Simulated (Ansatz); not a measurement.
# Structures of CaF3: which is lowest?

Plane-wave DFT in Ansatz with scalar-relativistic PAW potentials, cutoff 420 eV, Γ-centred meshes chosen by cell and gap, Gaussian smearing with energies taken to zero width. Every cell was relaxed (cell and atoms) in a run of its own, within the symmetry of its start. Functional: PBEsol.

Relaxed structures (starts from databases or built by putting these elements on another compound's sites):
A. I4/mmm, 4 atoms in the computed cell, a = 3.787 Å, c = 6.202 Å; sites (symmetry × multiplicity) Ca 4/mmm × 2, F -4m2 × 4 + 4/mmm × 2; start: database
B. P6_3/mmc, 8 atoms in the computed cell, a = 4.838 Å, c = 4.430 Å; sites (symmetry × multiplicity) Ca -6m2 × 2, F mm2 × 6; start: database

Rank them by energy. Could pressure change the order?

| structure | group | E − E(lowest) (meV/atom) | V (Å³/atom) | gap on mesh (eV) |
| --- | --- | --- | --- | --- |
| A | I4/mmm | 0.0 | 11.12 | 0.00 |
| B | P6_3/mmc | 3.9 | 11.22 | 0.00 |

A and B are level within the 5 meV/atom that separate runs leave open. The two lowest differ in volume by under 3 %, too little for a first-order estimate of what pressure does to that pair (other pairs aren't weighed here). Other structures may lie lower than all of these, and vibrations aren't counted.

Magnetic cells started from one order each; another order can shift an energy by tens of meV per atom.